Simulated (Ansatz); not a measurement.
Data:

La$_{2}$Te$_{4}$O$_{11}$:
```cif
data_La4O22Te8
_chemical_formula_sum 'La4 Te8 O22'
_space_group_name_H-M_alt 'P 1'
_space_group_IT_number 1
_cell_length_a 6.95960
_cell_length_b 6.95960
_cell_length_c 16.55455
_cell_angle_alpha 75.879
_cell_angle_beta 104.121
_cell_angle_gamma 135.071
loop_
_space_group_symop_operation_xyz
  'x, y, z'
loop_
_atom_site_label
_atom_site_type_symbol
_atom_site_fract_x
_atom_site_fract_y
_atom_site_fract_z
_atom_site_occupancy
La1 La 0.37308 0.13633 0.03803 1
La2 La 0.62692 0.86367 0.96197 1
La3 La 0.13633 0.37308 0.46197 1
La4 La 0.86367 0.62692 0.53803 1
Te1 Te 0.84559 0.61018 0.20188 1
Te2 Te 0.15441 0.38982 0.79812 1
Te3 Te 0.61018 0.84559 0.29812 1
Te4 Te 0.38982 0.15441 0.70188 1
Te5 Te 0.41219 0.14725 0.37232 1
Te6 Te 0.58781 0.85275 0.62768 1
Te7 Te 0.14725 0.41219 0.12768 1
Te8 Te 0.85275 0.58781 0.87232 1
O1 O 0.84987 0.84987 0.25000 1
O2 O 0.15013 0.15013 0.75000 1
O3 O 0.90469 0.19356 0.32831 1
O4 O 0.09531 0.80644 0.67169 1
O5 O 0.19356 0.90469 0.17169 1
O6 O 0.80644 0.09531 0.82831 1
O7 O 0.57064 0.62279 0.39737 1
O8 O 0.42936 0.37721 0.60263 1
O9 O 0.62279 0.57064 0.10263 1
O10 O 0.37721 0.42936 0.89737 1
O11 O 0.19944 0.04943 0.45264 1
O12 O 0.80056 0.95057 0.54736 1
O13 O 0.04943 0.19944 0.04736 1
O14 O 0.95057 0.80056 0.95264 1
O15 O 0.17943 0.67682 0.87220 1
O16 O 0.82057 0.32318 0.12780 1
O17 O 0.67682 0.17943 0.62780 1
O18 O 0.32318 0.82057 0.37220 1
O19 O 0.66783 0.25465 0.94117 1
O20 O 0.33217 0.74535 0.05883 1
O21 O 0.25465 0.66783 0.55883 1
O22 O 0.74535 0.33217 0.44117 1
```

This is the r²SCAN-relaxed structure.

All from r²SCAN (plane waves, PAW; program Ansatz), unless another level is named. Predict the smallest direct gap on the standard path.

4.05 eV.

Predict the band gap.

3.87 eV (indirect).

Predict the valence-band maximum.

at Γ.

Space group C2/c. The workflow started from a Materials Project entry (that database holds measured and hypothetical structures alike); the Crystallography Open Database files this formula in space group No. 15, but the cells were not matched. Whether it is the stable phase at ambient conditions was not checked. The cell was relaxed with r²SCAN under the symmetry of its start; whether a distortion lowers the energy is not shown. Scalar-relativistic: spin–orbit coupling is off unless named, which matters more the heavier the elements.

Potentials: the later of the program's two PAW sets.
